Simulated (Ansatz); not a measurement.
CaTiO3 (cubic perovskite)

```xyz
5
Lattice="3.8036 0.0000 0.0000 0.0000 3.8036 0.0000 0.0000 0.0000 3.8036" Properties=species:S:1:pos:R:3 pbc="T T T"
Ca     0.0000     0.0000     0.0000
Ti     1.9018     1.9018     1.9018
O      0.0000     1.9018     1.9018
O      1.9018     1.9018     0.0000
O      1.9018     0.0000     1.9018
```

The slice is a {210} plane (indices of the conventional cell) through the point (0.500, 0.500, 0.000) (fractional), spanned by u = [100] and v = [021] in vectors of this cell: u (3.80 Å) and v (8.51 Å, at 90° to u). It covers one period; positions are fractions (u, v).

Computed with LDA (plane waves to 420 eV, PAW, scalar-relativistic; Ansatz, a program for electronic structure). k mesh 9×9×9. Inside the PAW spheres the values are not all-electron values, and peaks at nuclei hang on which shells count as valence. CaTiO3 is run without spin polarisation. CaTiO3 was relaxed with its symmetry unable to fall. This is a high-temperature form of CaTiO3.

Predict the map of the electrostatic potential energy of an electron, from the cell's mean on the slice.


```
|xxxxxx@@%%####%%@@xxxx|
|xxxx%%%%**====**%%%%xx|
|@@@@%%++::    ::++%%@@|
|@@@@##--        --##@@|
|@@@@##::        ::##@@|
|%%%%##==        ==##%%|
|%%%%%%**--....--**%%%%|
|****%%%%##****##%%%%**|
|  ..==##%%%%%%%%##==..|
|xxxx  ==##xxxx##==  xx|
|xxxxxx  xxxxxxxx  xxxx|
|xxxxxx  xxxxxxxx  xxxx|
|xxxxxx  xxxxxxxx  xxxx|
|xxxx  ==##xxxx##==  xx|
|  ..==##%%%%%%%%##==..|
|****%%%%##****##%%%%**|
|%%%%%%**--....--**%%%%|
|%%%%##==        ==##%%|
|@@@@##::        ::##@@|
|@@@@##--        --##@@|
|@@@@%%++::    ::++%%@@|
|xxxx%%%%**====**%%%%xx|
|xxxxxx@@%%####%%@@xxxx|
|xxxxxx@@@@%%%%@@@@xxxx|
```
Scale: ten equal steps from 1.00 (start of ' ') to 9.76 (end of '@'), in the order ' .:-=+*#%@'. Values: electrostatic potential energy of an electron, from the cell's mean, in eV. The map has 11 points along u (two characters each, u = 0 at the left) and 24 along v (v = 0 in the bottom row). Points within 0.8 Å of a nucleus are blanked (x), as the pseudised field means little there. Values under 1 eV are set to 1. The zero, the cell's mean, hangs on the PAW cores.
